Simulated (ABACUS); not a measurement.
A self-consistent single point of Ti (C2/m, 1 atom in the cell; from COD 9012924, changed as shown).

```
CELL_PARAMETERS angstrom
     -1.64543     1.64543     1.64543
      1.62898    -1.62898     1.62898
      1.64543     1.64543    -1.64543
ATOMIC_POSITIONS crystal
  Ti 0.00000 0.00000 0.00000
```

Level of theory: LDA (PW92), numerical atomic orbitals DZP (confined pseudo-atomic orbitals with Gaussian additions; energy shift 0.003 Ry), PseudoDojo 0.4 standard norm-conserving LDA (tails mended) pseudopotentials (ABACUS 3.10.1).

ABACUS settings:

| key | value |
|---|---|
| basis | DZP numerical atomic orbitals, energy shift 0.003 Ry |
| KPT | Gamma 12 12 12 0 0 0 |
| basis_type | lcao |
| dft_functional | PWLDA |
| ecutwfc | 100 Ry |
| smearing_method | fd |
| smearing_sigma | 0.00734986 Ry |
| potentials | PseudoDojo 0.4 standard norm-conserving LDA (tails mended) |
| symmetry | 1 |
| ks_solver | genelpa |
| scf_nmax | 100 |
| scf_thr | 1.0e-07 |
| mixing_type | pulay |

Results:

| Quantity | Result |
|---|---|
| Number of valence electrons | 12 |
| Number of bands | 16 |
| Number of k-points after the program's reduction | 476 |
| Size of the basis | 26 |
| Number of SCF iterations | 8 |
| Free energy E − TS | -1614.6893 eV |
| Fermi level (on the code's own zero) | 12.65 eV |
| Pressure | -9.75 GPa |

Stress (GPa, positive for compression):
```
-9.79  -0.15   0.34
-0.15  -9.68  -0.15
 0.34  -0.15  -9.79
```

For comparison: a first run was changed to give this one (lattice vector b scaled by 0.99), and from it to this one the free energy goes down by 11.1 meV/atom and the pressure goes from -10.55 to -9.75 GPa.

The atom-centred basis is finite, which shifts total energies and pressures against plane waves.

Cost on one core: about 21 core-seconds (a rough figure).

The atomic orbitals were generated for these runs; they are not ABACUS's published sets and were checked against plane waves on a few crystals only.

“Tails mended”: in these copies of the files the far tail of each local potential was reset to the Coulomb form.
